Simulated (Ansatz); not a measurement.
CrGe₂:
```
CrGe2
1.0
    0.00000     3.00409     3.00409
    3.00409     0.00000     3.00409
    3.00409     3.00409     0.00000
Cr Ge
1 2
Direct
  0.00000   0.00000   0.00000
  0.25000   0.25000   0.25000
  0.75000   0.75000   0.75000
```
Starting moments (μB, in the order of the atoms Cr Ge Ge): 3.3 0.0 0.0.

Relaxed with PBE. Special points in fractions of this cell's reciprocal vectors: Γ (0.000, 0.000, 0.000); X (0.500, 0.000, 0.500); U (0.625, 0.250, 0.625); K (0.375, 0.375, 0.750); L (0.500, 0.500, 0.500); W (0.500, 0.250, 0.750).

**Question.** List the band energies nearest the Fermi level at these points for plane-wave PAW PBE (Ansatz code).

**Answer.** In eV from the Fermi level; about four levels below and three above (degenerate sets whole), none deeper than 8.9 eV; points with the same levels are listed once.

| k | below | above |
|---|---|---|
| Γ ↑ | -3.52 -3.52 -3.52 -1.51 -1.51 | 2.99 2.99 2.99 |
| X ↑ | -1.52 -1.52 -1.36 -1.24 | 0.75 3.58 7.13 7.13 |
| U ↑ | -1.76 -1.35 -0.99 -0.89 | 1.22 4.90 5.17 |
| L ↑ | -1.31 -1.31 -0.30 -0.30 | 0.98 2.04 3.20 3.20 |
| W ↑ | -1.85 -1.85 -1.51 -1.26 -0.61 | 2.52 2.52 6.19 |
| Γ ↓ | -3.66 -2.57 -2.57 -2.57 | 1.17 1.17 3.86 3.86 3.86 |
| X ↓ | -7.03 -5.40 -2.86 -2.86 | 0.58 0.58 0.83 |
| U ↓ | -8.05 -4.91 -2.66 -2.45 | 0.12 0.68 1.50 |
| L ↓ | -1.76 -1.76 -0.49 -0.04 -0.04 | 0.95 1.34 1.34 |
| W ↓ | -4.52 -4.37 -0.59 -0.59 | 0.61 1.52 2.01 |

Space group Fm-3m (fluorite or antifluorite type). A made-up cell: these elements were put on the sites of a structure type; neither database checked (COD, Materials Project) lists it. Whether it is the stable phase at ambient conditions was not checked. The cell was relaxed with PBE under the symmetry of its start; whether a distortion lowers the energy is not shown. The final state is ferromagnetic, chosen from 3 collinear starts compared on coarse meshes (ties went to the first, and starts can fall back to one state), not a proven ground state. Scalar-relativistic: spin–orbit coupling is off unless named, which matters more the heavier the elements.

Potentials: the later of the program's two PAW sets.
